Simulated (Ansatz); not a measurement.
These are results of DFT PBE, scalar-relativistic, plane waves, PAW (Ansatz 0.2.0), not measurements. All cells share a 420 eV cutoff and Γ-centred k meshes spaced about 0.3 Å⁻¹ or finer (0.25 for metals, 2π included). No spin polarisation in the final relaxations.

These are static total energies at zero pressure. All come from trial cells, and lower structures may exist.

Question: Order these relaxed structures of Sn₂Sb₃Te by energy, lowest first, with the energy over the lowest of them.
A.

Space group I4/mmm (No. 139). a = 4.400 Å, b = 4.400 Å, c = 18.947 Å, α = 90.00°, β = 90.00°, γ = 90.00°
| atom | site | symmetry | x | y | z |
| --- | --- | --- | --- | --- | --- |
| Sn | 4e | 4mm | 0.0000 | 0.0000 | 0.3281 |
| Sb | 4e | 4mm | 0.0000 | 0.0000 | 0.1634 |
| Sb | 2a | 4/mmm | 0.0000 | 0.0000 | 0.0000 |
| Te | 2b | 4/mmm | 0.5000 | 0.5000 | 0.0000 |

B.

Space group P-3m1 (No. 164). a = 4.408 Å, b = 4.408 Å, c = 10.757 Å, α = 90.00°, β = 90.00°, γ = 120.00°
```json
{"atom": "Sn", "site": "2d", "symmetry": "3m.", "x": "0.6667", "y": "0.3333", "z": "0.3352"}
{"atom": "Sb", "site": "2d", "symmetry": "3m.", "x": "0.3333", "y": "0.6667", "z": "0.1756"}
{"atom": "Sb", "site": "1b", "symmetry": "-3m.", "x": "0.0000", "y": "0.0000", "z": "0.5000"}
{"atom": "Te", "site": "1a", "symmetry": "-3m.", "x": "0.0000", "y": "0.0000", "z": "0.0000"}
```

C.

Space group P4mm (No. 99). a = 4.469 Å, b = 4.469 Å, c = 8.960 Å, α = 90.00°, β = 90.00°, γ = 90.00°
```
atom  site  symmetry       x       y       z
  Sn    2c      2mm. 0.5000  0.0000  0.5897
  Sb    1b       4mm  0.5000  0.5000  0.2767
  Sb    1a       4mm  0.0000  0.0000  0.2595
  Sb    1a       4mm  0.0000  0.0000  0.9277
  Te    1b       4mm  0.5000  0.5000  0.9278
```

D.

Space group P-3m1 (No. 164). a = 4.430 Å, b = 4.430 Å, c = 10.801 Å, α = 90.00°, β = 90.00°, γ = 120.00°
```
atom  site  symmetry       x       y       z
  Sn    2d       3m. 0.3333  0.6667  0.1763
  Sb    2d       3m. 0.3333  0.6667  0.6649
  Sb    1b      -3m. 0.0000  0.0000  0.5000
  Te    1a      -3m. 0.0000  0.0000  0.0000
```

Answer: D (0 meV/atom), A (24 meV/atom), B (75 meV/atom), C (152 meV/atom). Forms: D P-3m1; A I4/mmm; B P-3m1; C P4mm. Counting Sb or Te atoms around Sn (for each partner element, those within 1.25 times its shortest distance or 1.15 times the sum of covalent radii, where it is the nearest in units of that sum or under 1.3; the shortest distance is added where it exceeds 1.18 times the sum of covalent radii): D has Sn 6; A has Sn 6; B has Sn 6; C has Sn 6 from 3.6 Å. C holds Sb–Sb pairs (shortest 2.97 Å) (bonds between like non-metal atoms; other contacts aren't counted).

Spin–orbit coupling, which can matter for Sb and Te, is left out. A magnetic state wasn't ruled out in cells without spin, among them P-3m1 at 30.6 Å³/atom, I4/mmm, P-3m1 at 30.2 Å³/atom, P4mm. Cells relaxed within their symmetry can be saddle points. Some candidate types were left out of the draw beforehand, so a known form may be missing.
